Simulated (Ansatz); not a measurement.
SiC$_{2}$:
```cif
data_C4Si2
_chemical_formula_sum 'Si2 C4'
_space_group_name_H-M_alt 'P42/mmc'
_space_group_IT_number 131
_space_group_name_Hall '-P 4c 2'
_cell_length_a 3.15636
_cell_length_b 3.15636
_cell_length_c 6.86964
_cell_angle_alpha 90.000
_cell_angle_beta 90.000
_cell_angle_gamma 90.000
loop_
_atom_site_label
_atom_site_type_symbol
_atom_site_symmetry_multiplicity
_atom_site_Wyckoff_symbol
_atom_site_fract_x
_atom_site_fract_y
_atom_site_fract_z
_atom_site_occupancy
Si1 Si 2 e 0.00000 0.00000 0.25000 1
C1 C 4 i 0.00000 0.50000 0.09918 1
```

Relaxed at zero pressure with DFT-PBEsol in the program Ansatz with PAW potentials.

Problem. The volume is lowered by 3 % and shape and atoms relax at that volume. What pressure results, and how do the axes share the change?

Solution. 5.1 GPa; a -1.3 %, b -1.3 %, c -0.4 %; the energy rises by 5 meV/atom.

Problem. Give the new structure.

Solution. 
Space group P4₂/mmc (No. 131); a = b = 3.1144 Å, c = 6.8443 Å, α = β = γ = 90.00°

```tsv
atom	site	symmetry	x	y	z
Si	2e	-4m2	0.0000	0.0000	0.2500
C	4i	2mm.	0.0000	0.5000	0.0992
```

The phase is kept; no other phase was compared at this pressure.

Space group P4_2/mmc. The start of the workflow was typed in or built on a structure type; neither database checked (COD, Materials Project) lists it. Whether it is the stable phase at ambient conditions was not checked. The cell was relaxed with PBEsol under the symmetry of its start; whether a distortion lowers the energy is not shown. Its formation energy is positive at this level, so the cell may be metastable or incomplete.

Potentials: the earlier of the program's two PAW sets. The files were generated under PBE; for other functionals the program regenerates the frozen cores, and for LDA and PBEsol the local potential too.
